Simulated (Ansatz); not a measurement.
Data:

F:
```cif
data_F8
_chemical_formula_sum 'F8'
_space_group_name_H-M_alt 'C2/c'
_space_group_IT_number 15
_space_group_name_Hall '-C 2yc'
_cell_length_a 6.04172
_cell_length_b 3.62240
_cell_length_c 6.73043
_cell_angle_alpha 90.000
_cell_angle_beta 91.855
_cell_angle_gamma 90.000
loop_
_space_group_symop_operation_xyz
  'x, y, z'
  '-x, -y, -z'
  '-x, y, -z+1/2'
  'x, -y, z+1/2'
  'x+1/2, y+1/2, z'
  '-x+1/2, -y+1/2, -z'
  '-x+1/2, y+1/2, -z+1/2'
  'x+1/2, -y+1/2, z+1/2'
loop_
_atom_site_label
_atom_site_type_symbol
_atom_site_symmetry_multiplicity
_atom_site_Wyckoff_symbol
_atom_site_fract_x
_atom_site_fract_y
_atom_site_fract_z
_atom_site_occupancy
F1 F 8 f 0.25096 0.33458 0.09369 1
```
(The calculation used a cell of 4 atoms; values per cell refer to that cell.)

This is the PBEsol-relaxed structure.

Q: All from DFT-PBEsol in the program Ansatz with PAW potentials, unless another level is named. Estimate the band gap.

A: 3.19 eV (direct).

Q: Give the valence-band maximum.

A: at Γ.

Symmetry was held in the PBEsol relaxation. The substance is a gas or liquid at ambient conditions; this is its low-temperature solid. A crystal of weakly bound molecules computed without a dispersion correction: the cell and the soft elastic constants depend strongly on that.

Potentials: the later of the program's two PAW sets.
